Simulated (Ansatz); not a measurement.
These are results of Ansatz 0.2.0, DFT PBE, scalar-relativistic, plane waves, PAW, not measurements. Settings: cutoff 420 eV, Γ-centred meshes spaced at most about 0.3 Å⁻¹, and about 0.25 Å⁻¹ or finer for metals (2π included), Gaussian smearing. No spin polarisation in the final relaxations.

These are static total energies at zero pressure. All come from trial cells, and lower structures may exist.

Question: These unrelaxed guesses for SnTe₅ are each relaxed within their symmetry. Order them by the energy at which they end, lowest first.
A.

```xyz
6
Lattice="6.6395 0.0000 0.0000 -3.3198 5.7500 0.0000 0.0000 0.0000 6.0877" Properties=species:S:1:pos:R:3 pbc="T T T"
Sn    0.0000    0.0000    0.0000
Te    2.0784    0.0000    3.0439
Te    2.2806    3.9500    3.0439
Te   -1.0392    1.7999    3.0439
Te    0.0000    3.8333    0.0000
Te    3.3198    1.9167    0.0000
```

B.

```xyz
6
Lattice="3.3727 1.9472 6.3527 -3.3727 1.9472 6.3527 0.0000 -3.8945 6.3527" Properties=species:S:1:pos:R:3 pbc="T T T"
Sn    0.0000    0.0000    9.5291
Te    1.1460   -1.9095    6.3527
Te    0.0000    0.0000   15.8811
Te   -2.2267   -0.0377    6.3527
Te    1.0807    1.9472    6.3527
Te    0.0000    0.0000    3.1770
```

C.

```xyz
6
Lattice="0.0000 4.5528 4.5528 4.5528 0.0000 4.5528 4.5528 4.5528 0.0000" Properties=species:S:1:pos:R:3 pbc="T T T"
Sn    0.0000    0.0000    0.0000
Te    6.8291    6.8291    6.8291
Te    5.6821    5.6821    3.4234
Te    5.6821    3.4234    5.6821
Te    3.4234    3.4234    3.4234
Te    3.4234    5.6821    5.6821
```

D.

```xyz
6
Lattice="3.6920 0.0000 0.0000 0.0000 3.6920 0.0000 0.0000 0.0000 15.6390" Properties=species:S:1:pos:R:3 pbc="T T T"
Sn    1.8460    1.8460    0.0000
Te    1.8460    1.8460    5.2310
Te    1.8460    1.8460   10.4081
Te    0.0000    0.0000    2.7523
Te    0.0000    0.0000   12.8868
Te    0.0000    0.0000    7.8195
```

Answer: B (ends in R32, 0 meV/atom), A (ends in P-62m, 25 meV/atom), D (ends in P4/mmm, 113 meV/atom), C (ends in F-43m, 0.34 eV/atom). Even the lowest end lies +0.09 eV/atom against the elements.

These runs have no spin–orbit coupling, which can matter for Te. A magnetic state wasn't ruled out in cells without spin, among them F-43m. Cells relaxed within their symmetry can be saddle points. Some types were kept out of the candidates beforehand, so the set may lack a known form.
